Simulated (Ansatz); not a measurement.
Data:

W2N:
```cif
data_NW2
_chemical_formula_sum 'N1 W2'
_space_group_name_H-M_alt 'P-3m1'
_space_group_IT_number 164
_space_group_name_Hall '-P 3 2"'
_cell_length_a 2.81842
_cell_length_b 2.81842
_cell_length_c 5.38713
_cell_angle_alpha 90.000
_cell_angle_beta 90.000
_cell_angle_gamma 120.000
loop_
_atom_site_label
_atom_site_type_symbol
_atom_site_symmetry_multiplicity
_atom_site_Wyckoff_symbol
_atom_site_fract_x
_atom_site_fract_y
_atom_site_fract_z
_atom_site_occupancy
N1 N 1 a 0.00000 0.00000 0.00000 1
W1 W 2 d 0.33333 0.66667 0.26912 1
```

This is the PBE-relaxed structure.

Problem. All from DFT-PBE in the program Ansatz with PAW potentials, unless another level is named. Estimate the electronic character.

Solution. metallic (no gap).

Problem. And the formation energy from the elements (no fitted shifts)?

Solution. 0.095 eV/atom.

Problem. And the density of states at the Fermi level?

Solution. 0.68 states/eV per atom (mean over ±0.08 eV).

A made-up cell: these elements were put on the sites of a structure type; neither database checked (COD, Materials Project) lists it. Its standing as an ambient phase is unchecked. The cell was relaxed with PBE under the symmetry of its start; whether a distortion lowers the energy is not shown. The run is not spin-polarised. With an odd number of electrons in the cell and no spin polarisation, the count alone makes it a metal. The references are the lowest solids computed at this level, not always the standard phases (solids in place of the gases). Scalar-relativistic: spin–orbit coupling is off unless named, which matters more the heavier the elements.

Potentials: the later of the program's two PAW sets.
